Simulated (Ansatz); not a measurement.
LaAl2Zn2 in space group I4/mmm (No. 139; Al on 4d, La on 2a, Zn on 4e) at seven volumes, DFT-r²SCAN in the program Ansatz with PAW potentials, shape and atoms relaxed at each. One row is withheld.

```csv
V (Å³/atom),P (GPa)
17.979,9.33
18.572,5.71
19.164,2.63
19.757,0.00
20.350,-2.23
20.943,?
21.535,-5.74
```

Fit the shown pressures and predict the withheld one.

P = (3/2)B₀(x^(7/2) − x^(5/2))[1 + (3/4)(B′ − 4)(x − 1)] with x = (V₀/V)^(2/3). Least squares on the six rows gives V₀ = 19.758 Å³/atom, B₀ = 80.5 GPa, B′ = 4.37. At V = 20.943, x = 0.9619 and P = -4.13 GPa. The run itself gave -4.13 GPa.

The workflow started from an entry of the Crystallography Open Database (COD). Whether it is the stable phase at ambient conditions was not checked. The r²SCAN relaxation kept the symmetry of its start; its stability against distortions is not shown here. Scalar-relativistic: spin–orbit coupling is off unless named, which matters more the heavier the elements.

Potentials: the later of the program's two PAW sets.
